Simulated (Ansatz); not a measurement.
SiC: computed property card

SiC:
```yaml
crystal:
  lattice:
    - [3.08493, 0.00000, 0.00000]
    - [-1.54247, 2.67163, 0.00000]
    - [0.00000, 0.00000, 7.06170]
  atoms:
    - { symbol: Si, position: [0.50000, 0.00000, 0.50000] }
    - { symbol: Si, position: [0.00000, 0.50000, 0.16667] }
    - { symbol: Si, position: [0.50000, 0.50000, 0.83333] }
    - { symbol: C, position: [0.50000, 0.00000, 0.00000] }
    - { symbol: C, position: [0.00000, 0.50000, 0.66667] }
    - { symbol: C, position: [0.50000, 0.50000, 0.33333] }
```

Space group P6_222 (No. 180); conventional cell a = b = 3.0849 Å, c = 7.0617 Å, α = β = 90.00°, γ = 120.00°.

Method: PBE in the plane-wave PAW code Ansatz. Geometry: relaxed at this level of theory. Other levels are named where they apply.

### Cell and energy

```yaml
volume_per_atom: 9.70 Å³
density: 3.43 g/cm³
Formation energy from the elements (no fitted shifts): 0.36 eV/atom
```

### Electronic structure

```yaml
band_gap: 0.87 eV (indirect)
valence_band_maximum: at Γ
conduction_band_minimum: at M (3 equivalent valleys)
smallest_direct_gap_on_the_standard_path: 3.00 eV
electron_effective_mass: 0.17, 0.45, 0.77 mₑ (principal values)
Weight of the conduction-edge state by species (Voronoi cells): Si 59 %, C 41 %
hole_effective_mass: 0.39, 0.39, 3.6 mₑ (principal values)
Weight of the valence-edge state by species (Voronoi cells): C 77 %, Si 23 %
HSE06 gap on the PBE cell: 1.66 eV
```

### Mechanics

```yaml
Bulk modulus (Birch–Murnaghan fit): 219 GPa
Pressure derivative B′: 4.0
Elastic constants (relaxed ions, GPa): C11 = 440, C12 = 84.7, C13 = 94.8, C33 = 589, C44 = 199
mechanical_stability: stable (all eigenvalues of C positive)
hill_bulk_and_shear_moduli: 222 and 194 GPa
Young's modulus: 450 GPa
Poisson's ratio: 0.16
debye_temperature_from_the_elastic_constants: 1150 K
Piezoelectric stress constants (proper, relaxed ions, C/m²): e14 = 0.48, e25 = -0.48
```

### Dielectric response

```yaml
Electronic dielectric constant ε∞ (DFPT): 11.2 (xx = yy), 11.3 (zz)
Static dielectric constant ε0 (ions relaxed, cell fixed): 22.5 (xx = yy), 17.4 (zz)
Born charges (a third of the trace): Si +3.21, C -3.21 e
```

### Phonons

```yaml
Highest zone-centre frequency (without LO–TO term): 102.0 meV
zone_centre_stability: no imaginary mode at Γ
dynamical_stability_on_the_path: stable (no imaginary branch)
zero_point_energy: 97.5 meV/atom
Vibrational entropy at 300 K: 10.3 J/(K·mol of atoms)
```

### Charges

```yaml
bader_charges: Si +2.62, C -2.62 e
```

A made-up cell: these elements were put on the sites of a structure type; neither database checked (COD, Materials Project) lists it. It is not the phase usual at ambient conditions (space group No. 186, 216). The cell was relaxed with PBE under the symmetry of its start. The references are the lowest solids computed at this level, not always the standard phases.

Potentials: the later of the program's two PAW sets.
